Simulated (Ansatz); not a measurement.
AlGaAs2:
```cif
data_AlAs2Ga
_chemical_formula_sum 'Ga1 As2 Al1'
_space_group_name_H-M_alt 'P 1'
_space_group_IT_number 1
_cell_length_a 4.01068
_cell_length_b 4.01068
_cell_length_c 5.65952
_cell_angle_alpha 90.000
_cell_angle_beta 90.000
_cell_angle_gamma 90.000
loop_
_space_group_symop_operation_xyz
  'x, y, z'
loop_
_atom_site_label
_atom_site_type_symbol
_atom_site_fract_x
_atom_site_fract_y
_atom_site_fract_z
_atom_site_occupancy
Ga1 Ga 0.00000 0.00000 0.00000 1
As1 As 0.50000 0.00000 0.25021 1
Al1 Al 0.50000 0.50000 0.50000 1
As2 As 0.00000 0.50000 0.74979 1
```

Relaxed with PBEsol.

**Question.** Give the optical modes at the zone centre with their infrared activity from DFPT, PBEsol in the plane-wave PAW code Ansatz.

**Answer.** Transverse frequencies, without the LO–TO term; a row sums one degenerate level.

```tsv
ω (cm⁻¹)	degeneracy	IR ((D/Å)²/amu)	activity	symmetry
82	2	0.03	IR	E
212	1	0.00	IR-inactive	A1
247	2	4.50	IR	E
247	1	2.87	IR	B2
350	2	11.21	IR	E
367	1	5.56	IR	B2
```

**Question.** How high does the top mode go among those that the LO–TO term moves?

**Answer.** 367 cm⁻¹ for q along x, 367 cm⁻¹ for q along y, 383 cm⁻¹ for q along z.

Space group P-4m2. The start of the workflow was typed in or built on a structure type; neither database checked (COD, Materials Project) lists it. Whether it is the stable phase at ambient conditions was not checked. Symmetry was held in the PBEsol relaxation; whether a distortion lowers the energy is not shown.

Potentials: the later of the program's two PAW sets.
